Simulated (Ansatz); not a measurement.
Values for one crystal, relaxed and computed with plane-wave PAW PBE (Ansatz code); other levels are named.

| Item | Result |
|---|---|
| Volume per atom | 25.04 Å³ |
| Band gap | 0.21 eV (smallest direct gap 0.21 eV) |
| Electron effective mass | 0.015, 0.015, 0.018 mₑ (principal values) |
| Bulk modulus (Birch–Murnaghan fit) | 54.8 GPa |
| Hole effective mass with spin–orbit coupling | 0.015, 0.015, 0.99 mₑ (principal values) |
| Hole effective mass | 0.13, 0.96, 0.96 mₑ (principal values) |
| Gap with spin–orbit coupling | 0.11 eV |

### Question
Which compound is it?
A. BN, P6_222 (B on 3d, N on 3c)
B. ZnSnN2, R-3m (Sn on 3a, Zn on 3b, N on 6c)
C. BN, P6_3/mmc (B on 2c, N on 2d)
D. GaAs, P4_2/mnm (Ga on 4g, As on 4f)

### Answer
D, GaAs, P4_2/mnm (Ga on 4g, As on 4f)

The start of the workflow was typed in or built on a structure type; neither database checked (COD, Materials Project) lists it. It is not the phase usual at ambient conditions (space group No. 216). The cell was relaxed with PBE under the symmetry of its start; its stability against distortions is not shown here. The volume moved by 22 % from the start of the relaxation. Spin–orbit coupling is left out wherever it is not named.

Potentials: the later of the program's two PAW sets.
